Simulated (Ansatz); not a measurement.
In4SbAs3 as one 8-atom ordering on the wurtzite lattice, 8 atoms and 112 valence electrons in a cell of about 241 Å³, was run 6 times in Ansatz, each time on 4 threads of Arm Neoverse V2, on a shared host.

```
                  run  k mesh  irreducible k  cutoff (eV)  plane waves  bands  SCF iterations  wall time  peak host memory (GiB)
      relaxation, PBE   6×6×4             47          420         4891     68              54          ?                       ?
   relaxation, r2SCAN   6×6×4             47          500         6099     68              37          ?                       ?
           bands, PBE   6×6×4             47          420         4707     62               7          ?                       ?
 single point, r2SCAN   6×6×4             47          500         6099     62               7       46 s                     1.8
  single point, HSE06   4×4×2             14          420         4707     62              28    5.1 min                     4.9
single point, PBE+SOC   6×6×4             47          420         4707    124              10    3.2 min                       4
```

(1) Estimate the missing times and memories.

Answers

(1)

| run | wall time | peak host memory (GiB) |
| --- | --- | --- |
| relaxation, r2SCAN | 2.8 min | 1.9 |
| relaxation, PBE | 100 s | 1.1 |
| bands, PBE | 33 s | 1.2 |

Only the levels marked +SOC include spin-orbit coupling.

Small gaps with spin-orbit coupling can be splittings of inverted bands, not the fundamental gap; semilocal functionals often invert bands that the real crystal keeps in order.
